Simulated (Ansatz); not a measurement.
C: from a starting cell to a relaxed one

The start is a relaxed C cell displaced along its unstable phonon at q = (½, 0, ½) of its primitive reciprocal cell (1036i cm⁻¹), largest move 0.15 Å. Cell shape, volume and atoms are optimised at zero target pressure with r2SCAN (plane waves to 500 eV, PAW, scalar-relativistic; Ansatz, a quantum-chemistry and plane-wave program). First-step values are on the input's coarse k-mesh.

Ansatz input (later rounds restart from its end on a renewed k-mesh):
Ansatz 0.2 input:
```yaml
crystal:
  lattice:
    - [4.0719995356, 0, 0]
    - [-1.0179998839, 1.763227521, 0]
    - [2.0359997678, 0, 1.5715589578]
  atoms:
    - { symbol: C, position: [-0.0425356337, -0.0425356337, 0] }
    - { symbol: C, position: [0.5425356337, 0.0425356337, 0] }
basis: { ecutwfc: 500, ecutrho_ratio: 4, xc_grid: 4, fft_grid_basis: typed }
kpoints: { mp_grid: { grid: [20, 20, 20] } }
hamiltonian:
  xc: r2scan
  dispersion: none
  pseudopotentials: { kind: paw }
scf: { occupations: { method: fermi_dirac, width: 0.05 } }
relax: { f_tol: 0.01, max_steps: 100, cell: { stress_tol: 0.02 } }
output: { forces: true, stress: true }
```

```json
{
  "initial_pressure": "-4.9 GPa (negative: the cell is under tension)",
  "energy_released": "2.60 eV/atom",
  "relative_to_the_parent": "It does not go back: it reaches Fd-3m (No. 227), diamond type, 3.01 eV/atom below the parent",
  "band_gap_at_the_end": "4.36 eV, indirect (valence top at Γ, conduction bottom at k = (0, 0.3636, 0.3636)) (no spin-orbit coupling)",
  "optimiser_moves": "10"
}
```

Relaxed structure:

```cif
data_C8
_chemical_formula_sum 'C8'
_space_group_name_H-M_alt 'Fd-3m :1'
_space_group_IT_number 227
_space_group_name_Hall 'F 4d 2 3 -1d'
_cell_length_a 3.56029
_cell_length_b 3.56029
_cell_length_c 3.56029
_cell_angle_alpha 90.000
_cell_angle_beta 90.000
_cell_angle_gamma 90.000
loop_
_atom_site_label
_atom_site_type_symbol
_atom_site_symmetry_multiplicity
_atom_site_Wyckoff_symbol
_atom_site_fract_x
_atom_site_fract_y
_atom_site_fract_z
_atom_site_occupancy
C1 C 8 b 0.50000 0.50000 0.50000 1
```
(The calculation used a cell of 2 atoms; values per cell refer to that cell.)

Final values are on a 22×22×22 k-mesh of the relaxed cell. No spin polarisation in the result.

The run could not lose the symmetry of its start.

Of the parent cell (P6/mmm (No. 191)): it is a generated cell of C: the first start was made by placing the elements on the sites of a structure type, and the end was not matched to a known phase here, so it may be hypothetical. Known forms of C include space group No. 194, 227.
